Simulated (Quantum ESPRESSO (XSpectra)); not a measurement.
# O K-edge X-ray absorption spectrum (XANES) of In2Ge2O7 (C2/m)

```
In2Ge2O7
1.0
    3.35081    -4.41823     0.00000
    3.35081     4.41823     0.00000
   -1.06466     0.00000     4.83806
In Ge O
2 2 7
Cartesian
  3.35082   1.70526   0.00000
  3.35081  -1.70526   0.00000
  4.50160   0.00000   2.86820
  1.13536   0.00000   1.96986
  1.38169  -1.46296   1.02407
  4.25527   1.46296   3.81399
  4.25527  -1.46296   3.81399
  1.38169   1.46296   1.02407
 -0.53233   0.00000   2.41903
  1.97235   0.00000   3.51500
  3.66462   0.00000   1.32306
```

Geometry: Materials Project entry mp-5280 (a computed structure). The cell is the entry's, not relaxed again.

Absorber: atom 5, O on Wyckoff site j (site symmetry 1), with 1 Ge at 1.76 Å, 1 In at 2.13 Å.

Simulated with Quantum ESPRESSO (XSpectra): LDA, full core hole, dipole K-edge X-ray absorption, plane waves, Troullier-Martins potentials made with ld1.x and PseudoDojo potentials for the other elements (Perdew-Zunger form enforced), scalar-relativistic, no spin, constant broadening.

33-atom cell (absorber images 7.4 Å apart), 70 Ry, k meshes 2×2×2 (SCF) and 3×3×3 (spectrum), Lorentzian half width 0.5 eV. The ground-state test found a gap, so occupations are fixed and the excited electron is left out (charged cell on a uniform background); energies count from the highest occupied level. Field directions run: x; y; z, weighted by the site's symmetry in the crystal. Intensities are scaled to a mean of 1 over 0–35 eV.

```
E (eV) | intensity (scaled)
     -5.0 |  0.02
     -4.5 |  0.03
     -4.0 |  0.03
     -3.5 |  0.03
     -3.0 |  0.03
     -2.5 |  0.04
     -2.0 | # 0.04
     -1.5 | # 0.05
     -1.0 | # 0.05
     -0.5 | # 0.06
      0.0 | # 0.07
      0.5 | # 0.09
      1.0 | # 0.11
      1.5 | ## 0.15
      2.0 | ### 0.21
      2.5 | #### 0.32
      3.0 | ####### 0.52
      3.5 | ############# 0.95
      4.0 | ##################### 1.59
      4.5 | ############################## 2.23
      5.0 | ############################## 2.26
      5.5 | ######################## 1.81
      6.0 | #################### 1.47
      6.5 | ################### 1.42
      7.0 | ##################### 1.57
      7.5 | ########################## 1.94
      8.0 | ########################### 2.01
      8.5 | ######################## 1.83
      9.0 | ####################### 1.70
      9.5 | ####################### 1.70
     10.0 | ##################### 1.55
     10.5 | ################## 1.33
     11.0 | ############### 1.16
     11.5 | ############## 1.06
     12.0 | ############# 0.98
     12.5 | ############# 0.96
     13.0 | ########### 0.81
     13.5 | ######### 0.67
     14.0 | ######## 0.62
     14.5 | ######### 0.65
     15.0 | ######### 0.64
     15.5 | ######## 0.61
     16.0 | ######### 0.66
     16.5 | ########## 0.75
     17.0 | ########### 0.81
     17.5 | ########### 0.86
     18.0 | ############ 0.91
     18.5 | ############ 0.92
     19.0 | ############# 0.96
     19.5 | ############# 0.96
     20.0 | ############ 0.91
     20.5 | ########### 0.84
     21.0 | ########## 0.78
     21.5 | ########## 0.74
     22.0 | ########## 0.76
     22.5 | ########### 0.80
     23.0 | ########### 0.82
     23.5 | ########### 0.84
     24.0 | ############ 0.88
     24.5 | ############# 0.98
     25.0 | ############# 1.00
     25.5 | ############# 0.98
     26.0 | ############# 0.99
     26.5 | ############# 1.01
     27.0 | ############# 0.99
     27.5 | ############# 0.98
     28.0 | ############# 0.96
     28.5 | ############# 1.00
     29.0 | ############# 1.00
     29.5 | ############# 0.98
     30.0 | ############# 0.97
     30.5 | ############# 0.96
     31.0 | ############# 0.97
     31.5 | ############# 1.00
     32.0 | ############# 0.98
     32.5 | ############ 0.93
     33.0 | ############ 0.87
     33.5 | ############ 0.89
     34.0 | ############ 0.91
     34.5 | ############ 0.92
```

The absolute edge energy is not computed.
